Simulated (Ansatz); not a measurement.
In InSb (zinc blende type) the In atom of the primitive cell, with all its periodic images, is moved by 0.02 Å along x.

```
In Sb
1.0
     0.00000    3.32000    3.32000
     3.32000    0.00000    3.32000
     3.32000    3.32000    0.00000
In Sb
1 1
Cartesian
  0.0200 0.0000 0.0000
  1.6600 1.6600 1.6600
```

Method: PBE, plane waves, PAW datasets (earlier set, tuned by hand) (Ansatz).

Cutoff 710 eV; k-mesh 8×8×8 Γ-centred; Fermi–Dirac smearing of 0.1 eV; no spin polarisation; no spin–orbit coupling.

(1) What force results, and what does it mean for the zone-centre vibration?

## Answers

(1) The force on it along the displacement is -0.1158 eV/Å, a force constant of 5.79 eV/Å². With the reduced mass of 59.09 u the zone-centre transverse optical mode lies at 163 cm⁻¹ (4.89 THz) in this finite-step estimate. The longitudinal mode lies higher by the LO–TO splitting, which a displacement repeated in every cell doesn't give.

| atom | Fx (eV/Å) | Fy (eV/Å) | Fz (eV/Å) |
| --- | --- | --- | --- |
| In1 | -0.1158 | 0.0000 | 0.0000 |
| Sb2 | 0.1158 | 0.0000 | 0.0000 |

The k-mesh is modest, so these values aren't fully converged in k.
